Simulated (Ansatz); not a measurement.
Task: Name crystals whose computed values (the program Ansatz at the HSE06 level (PAW)) fall in these windows: gap (eV) 5.6 to 7.4; B₀ by P(V) fit (GPa) 21 to 27.

Result: 

```tsv
crystal	gap (eV)	B₀ by P(V) fit (GPa)
NaCl, rock salt	6.45	25.0
LiCl, wurtzite	7.33	25.5
```
Others may fit too.

Not the usual ambient phase: LiCl, wurtzite. All cells were relaxed under the symmetry of their starts (and spin orders); stability against distortions was not tested throughout.

Potentials: the later of the program's two PAW sets.
